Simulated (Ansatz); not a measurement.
InAs:
```
CELL_PARAMETERS angstrom
      4.31182     0.00000     0.00000
     -2.15591     3.73415     0.00000
      0.00000     0.00000     7.07641
ATOMIC_POSITIONS crystal
  In 0.66667 0.33333 0.99992
  In 0.33333 0.66667 0.49992
  As 0.66667 0.33333 0.62528
  As 0.33333 0.66667 0.12528
```

Relaxed with HSE06.

Problem. Give the Bader charges and basin volumes of the independent atoms, HSE06 (plane waves, PAW; program Ansatz).

Solution. 

```tsv
atom	Bader charge (e)	Bader volume (Å³)
In1	+0.86	23.5
As3	-0.86	33.5
```

Space group P6_3mc (wurtzite). A made-up cell: these elements were put on the sites of a structure type; the Crystallography Open Database copy checked does not list it. It is not the phase usual at ambient conditions (space group No. 216). Symmetry was held in the HSE06 relaxation; whether a distortion lowers the energy is not shown.

Potentials: the later of the program's two PAW sets.
